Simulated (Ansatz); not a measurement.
CoSi (FeSi type, space group P2_13)

```
CELL_PARAMETERS angstrom
      4.38574     0.00000     0.00000
      0.00000     4.38574     0.00000
      0.00000     0.00000     4.38574
ATOMIC_POSITIONS crystal
  Co 0.14563 0.14563 0.14563
  Co 0.64563 0.35437 0.85437
  Co 0.85437 0.64563 0.35437
  Co 0.35437 0.85437 0.64563
  Si 0.84329 0.84329 0.84329
  Si 0.34329 0.65671 0.15671
  Si 0.15671 0.34329 0.65671
  Si 0.65671 0.15671 0.34329
```

This relaxed cell (volume V₀) is scaled evenly in all directions, its shape held. The atoms relax within the cell's symmetry.

Level of theory: PBEsol (plane waves to 420 eV, PAW, scalar-relativistic; Ansatz, a program for electronic structure). k mesh 11×11×11 (Γ-centred), Fermi-Dirac smearing 0.05 eV. The energy includes the smearing's −TS. At this level the bands of CoSi touch or barely overlap. CoSi is run without spin polarisation. CoSi was relaxed with its symmetry unable to fall. The zero of ΔE is the relaxed starting cell. The last digit holds for this mesh only.

| V (Å³/atom) | ΔE (meV/atom) |
|---|---|
| 8.858 | 280.9 |
| 9.279 | 145.1 |
| 9.701 | 59.4 |
| 10.123 | 13.7 |
| 10.545 | 0.0 |
| 10.967 | 11.8 |
| 11.388 | 43.7 |
| 11.810 | 91.1 |
| 12.232 | 149.6 |

**Question.** What is the fitted pressure derivative B₀′?

**Answer.** 4.8.

**Question.** What bulk modulus B₀ follows from a third-order Birch-Murnaghan fit?

**Answer.** 237 GPa. Check by three points about V = 10.545 Å³/atom, step 0.844: d²E/dV² ≈ (59 − 2·0 + 44) meV / 0.844² = 0.145 eV/Å⁶, and V·d²E/dV² × 160.2 = 245 GPa.

(Under strain, the slope of the energy per volume gives the stress and its curvature an elastic modulus.)
